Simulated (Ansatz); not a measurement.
LiH:
```
LiH
1.0
    0.00000     1.99040     1.99040
    1.99040     0.00000     1.99040
    1.99040     1.99040     0.00000
Li H
1 1
Direct
  0.00000   0.00000   0.00000
  0.50000   0.50000   0.50000
```

Relaxed with PBEsol. Special points in fractions of this cell's reciprocal vectors: Γ (0.000, 0.000, 0.000); X (0.500, 0.000, 0.500); U (0.625, 0.250, 0.625); K (0.375, 0.375, 0.750); L (0.500, 0.500, 0.500); W (0.500, 0.250, 0.750).

Task: List the band energies nearest the valence-band maximum at these points for plane-wave PAW PBEsol (Ansatz code).

Result: In eV from the valence-band maximum; about four levels below and three above (degenerate sets whole), none deeper than 8.9 eV; … stands for higher levels left out; points with the same levels are listed once.

```csv
k,below,above
Γ,-5.63,16.37 …
X,0.00,2.73 …
U,-0.55,3.89 …
L,-2.77,4.73 …
W,-0.25,…
```

Space group Fm-3m (rock salt). Symmetry was held in the PBEsol relaxation.

Potentials: the later of the program's two PAW sets.
